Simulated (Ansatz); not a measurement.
Sc (hcp, Mg type)

```xyz
2
Lattice="3.3195 0.0000 0.0000 -1.6597 2.8748 0.0000 0.0000 0.0000 5.1664" Properties=species:S:1:pos:R:3 pbc="T T T"
Sc     0.0000     1.9165     3.8748
Sc     1.6597     0.9583     1.2916
```

The slice is a (0001) plane (indices of the conventional cell) through the point (0.667, 0.333, 0.250) (fractional), spanned by u = [110] and v = [1 -1 0] in vectors of this cell: u (3.32 Å) and v (5.75 Å, at 90° to u). It covers one period; positions are fractions (u, v).

Method: PBE (plane waves to 420 eV, PAW, scalar-relativistic; Ansatz, a program for electronic structure). k mesh 16×16×9. These are valence fields of a PAW run, semicore shells included where kept as valence: close to a nucleus they are smooth pseudo fields. Sc is run without spin polarisation. Sc was relaxed with its symmetry unable to fall. The PAW data are Ansatz's earlier set.

**Question.** What is the ELF at the midpoint of the shortest Sc–Sc line in this plane (3.32 Å)?

**Answer.** 0.29.

**Question.** What is the valence density on the shortest Sc–Sc line in this plane (3.32 Å), at its midpoint?

**Answer.** 0.11 e/Å³.

**Question.** Sketch the electron localisation function (ELF) on this plane as a map.

**Answer.** 
```tsv
v \ u	0.00	0.12	0.25	0.38	0.50	0.62	0.75	0.88
0.93	x	0.70	0.32	0.09	0.27	0.09	0.32	0.70
0.86	0.52	0.33	0.07	0.18	0.37	0.18	0.07	0.33
0.79	0.13	0.14	0.20	0.28	0.30	0.28	0.20	0.14
0.71	0.65	0.55	0.25	0.09	0.07	0.09	0.25	0.55
0.64	0.74	0.44	0.10	0.33	0.53	0.33	0.10	0.44
0.57	0.52	0.17	0.32	0.69	x	0.69	0.32	0.17
0.50	0.29	0.09	0.51	x	x	x	0.51	0.09
0.43	0.27	0.09	0.32	0.70	x	0.70	0.32	0.09
0.36	0.37	0.18	0.07	0.33	0.52	0.33	0.07	0.18
0.29	0.30	0.28	0.20	0.14	0.13	0.14	0.20	0.28
0.21	0.07	0.09	0.25	0.55	0.65	0.55	0.25	0.09
0.14	0.53	0.33	0.10	0.44	0.74	0.44	0.10	0.33
0.07	x	0.69	0.32	0.17	0.52	0.17	0.32	0.69
0.00	x	x	0.51	0.09	0.29	0.09	0.51	x
```

Values: electron localisation function (ELF). Points within 0.5 Å of a nucleus are blanked (x), as the pseudised field means little there.
